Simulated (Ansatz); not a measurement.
TiPd:
```cif
data_PdTi
_chemical_formula_sum 'Ti1 Pd1'
_space_group_name_H-M_alt 'Pm-3m'
_space_group_IT_number 221
_space_group_name_Hall '-P 4 2 3'
_cell_length_a 3.15596
_cell_length_b 3.15596
_cell_length_c 3.15596
_cell_angle_alpha 90.000
_cell_angle_beta 90.000
_cell_angle_gamma 90.000
loop_
_atom_site_label
_atom_site_type_symbol
_atom_site_symmetry_multiplicity
_atom_site_Wyckoff_symbol
_atom_site_fract_x
_atom_site_fract_y
_atom_site_fract_z
_atom_site_occupancy
Ti1 Ti 1 b 0.50000 0.50000 0.50000 1
Pd1 Pd 1 a 0.00000 0.00000 0.00000 1
```

Relaxed with r²SCAN.

**Question.** Tabulate the valence density and the electron localisation function along the shortest Ti–Pd contact (2.73 Å), plane-wave PAW r²SCAN (Ansatz code).

**Answer.** 

| distance from Ti (Å) | density (e/Å³) | ELF |
|---|---|---|
| 0.27 | 9.03 | 0.23 |
| 0.41 | 7.09 | 0.54 |
| 0.55 | 4.52 | 0.66 |
| 0.68 | 2.28 | 0.62 |
| 0.82 | 0.95 | 0.40 |
| 0.96 | 0.44 | 0.17 |
| 1.09 | 0.29 | 0.12 |
| 1.23 | 0.26 | 0.18 |
| 1.37 | 0.28 | 0.27 |
| 1.50 | 0.34 | 0.28 |
| 1.64 | 0.50 | 0.27 |
| 1.78 | 0.84 | 0.33 |
| 1.91 | 1.74 | 0.43 |
| 2.05 | 3.83 | 0.51 |
| 2.19 | 7.02 | 0.53 |
| 2.32 | 10.24 | 0.48 |
| 2.46 | 12.48 | 0.37 |

The density is the valence pseudo-density with augmentation charge, so density and ELF within about 1 Å of a nucleus are not all-electron values.

The workflow started from an entry of the Crystallography Open Database (COD). Its standing as an ambient phase is unchecked. The r²SCAN relaxation kept the symmetry of its start; its stability against distortions is not shown here. The run is not spin-polarised.

Potentials: the later of the program's two PAW sets.
